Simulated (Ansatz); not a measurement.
BaC2:
```xyz
3
Lattice="2.5417 1.4674 2.4540 -2.5417 1.4674 2.4540 0.0000 -2.9349 2.4540" Properties=species:S:1:pos:R:3 pbc="T T T"
Ba     0.0000     0.0000     0.0000
C      0.0000     0.0000     4.3136
C      0.0000     0.0000     3.0485
```

This is the PBEsol-relaxed structure.

Task: All from PBEsol in the plane-wave PAW code Ansatz, unless another level is named. Estimate the static dielectric constant ε0 (ions relaxed, cell fixed).

Result: 16.8 (xx = yy), 17.1 (zz).

Task: Predict the electronic dielectric constant ε∞ (DFPT).

Result: 4.70 (xx = yy), 5.46 (zz).

Task: And the Born charges (a third of the trace)?

Result: Ba +2.76, C -1.38 e.

Space group R-3m. The first step of the workflow began from a Materials Project structure, measured or hypothetical; the Crystallography Open Database copy checked does not list it. Its standing as an ambient phase is unchecked. The PBEsol relaxation kept the symmetry of its start; phonons on a q-mesh show no instability. Its formation energy is positive at this level, so the cell may be metastable or incomplete. Spin–orbit coupling is left out wherever it is not named.

Potentials: the later of the program's two PAW sets.
